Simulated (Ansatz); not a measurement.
Several inputs for MoS2

Cell: a COD entry, atoms as given.

Space group P6_3/mmc (No. 194); a = 3.1400, c = 12.5300 Å, γ = 120.00°.

```
site  Wyckoff  site symmetry       x       y       z
  Mo       2c           -6m2  0.3333  0.6667  0.2500
   S       4f            3m.  0.3333  0.6667  0.6250
```

One atom of each set is listed.

Reference run. Level of theory: DFT, PBE, plane waves and PAW, scalar-relativistic, collinear spin, 420 eV cutoff, Γ-centred 16×16×4 k-points, Fermi–Dirac smearing 0.02 eV (Ansatz 0.2.0). Start moments as typed (μB): 2 on each Mo, none on the rest.

It gives V_zz (10²¹ V/m²) Mo -7.33 (η 0.00), S -5.30 (η 0.00). Each of these runs changes the input as listed (caps on SCF iterations aside):

A. basis.ecutrho_ratio: not typed → 2
B. hamiltonian.xc: pbe → r2scan

(1) How does each run end, and how far do the gradients move?

Answers

(1) 

```json
{"run": "A", "Mo V_zz (η)": "-7.33 (0.00)", "S V_zz (η)": "-5.30 (0.00)", "largest change of a gradient tensor, all atoms": "0.00", "note": "converged; cutoff below the recommended one"}
{"run": "B", "Mo V_zz (η)": "-7.44 (0.00)", "S V_zz (η)": "-5.35 (0.00)", "largest change of a gradient tensor, all atoms": "0.11", "note": "converged; cutoff taken 500 eV"}
```

Run B moves them most, on Mo (V_zz from -7.33 to -7.44). Run A holds a density cutoff far too low, which doesn't reach the result here.

On the reference run: At this cell the principal stresses reach 5 GPa in size with PBE, which can matter for small gradients. Without spin–orbit coupling (the program notes it for Mo) the gradients can shift somewhat, as the gap is small. The start moments die out, and the run ends without spin.
